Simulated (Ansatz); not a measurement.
**NaFe$_{2}$O$_{3}$: a fit and a missing row**

NaFe$_{2}$O$_{3}$, P-3m1, a = 3.024 Å, c = 7.764 Å. The structure is a COD entry; whether it is the stable form wasn't checked. Ansatz: PBEsol, PAW, 420 eV, Γ-centred 12×12×6 mesh on 6 atoms, Gaussian smearing 0.10 eV; collinear spin, largest moment 3.6 μB. Shape and atoms are relaxed at each volume; pressure is positive in compression.

```
V (Å³/atom) P (GPa)
      9.633     9.17
      9.940     4.29
     10.247     0.00
     10.555        ?
     10.862    -6.94
```

Question: Take V0 = 10.247 Å³/atom, fit the third-order Birch–Murnaghan form to the other rows, and predict the missing pressure.

Answer: With the Eulerian strain f = ½[(V0/V)^(2/3) − 1] and y = P/[3f(1 + 2f)^(5/2)], the form is the line y = B0 + 1.5 B0 (B0′ − 4) f. Rows (f, y): 0.02103, 131.1; 0.01024, 132.7; -0.01906, 133.8. Means f = 0.004070, y = 132.53; Σ(Δf)² = 0.0008607, ΣΔfΔy = -0.05258; the slope is their ratio. y = 132.8 − 61.09 f GPa, so B0 = 132.8 GPa and B0′ = 4 + 2 × (-61.09)/(3 × 132.8) = 3.69. At V = 10.555, f = -0.00977, y = 133.40 and P = -3.72 GPa. The run gave -3.74 GPa, so the fit is 0.02 GPa too high, within the rms miss on the fitted rows (0.02 GPa).

The state reached may not be the lowest one. The program reads another magnetic order as possibly lower. Moments started parallel, and an antiferromagnetic order may lie lower.

Cost: 5 runs of about 10 core-minutes in all, on Arm Neoverse V2 (shared hosts).